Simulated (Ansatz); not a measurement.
How much do the gradients of SiO₂ depend on the method?

Cell: a structure deposited in the COD whose atoms were relaxed with PBE, the cell held.

Space group P4_12_12 (No. 92); a = 4.9860, c = 6.9770 Å.

```
site  Wyckoff  site symmetry       x       y       z
  Si       4a            ..2  0.3032  0.3032  0.0000
   O       8b              1  0.2376  0.1127  0.1831
```

One atom of each set is listed.

First run. Computed with Ansatz: DFT, PBE, plane waves and PAW, scalar-relativistic, 420 eV cutoff, Γ-centred 5×5×4 k-points, Fermi–Dirac smearing 0.02 eV.

```tsv
site	V_zz (10²¹ V/m²)	η
Si	-0.37	0.70
O	9.52	0.18
```

Second run. The same atoms and settings, except that the functional is r2SCAN and the cutoff is 500 eV.

(1) Given the first result, estimate the second.

Answers

(1) 

```json
{"site": "Si", "V_zz": "-0.37", "η": "0.64", "change of V_zz": "0.00"}
{"site": "O", "V_zz": "9.39", "η": "0.18", "change of V_zz": "-0.13"}
```

The largest change of V_zz is on O, from 9.52 to 9.39. In per cent, |V_zz| changes by -1 on O (all sites that start above 0.5).

For the second run: The largest force is 0.3 eV/Å, so the atoms aren't at the calculated equilibrium and relaxing them would move these values.
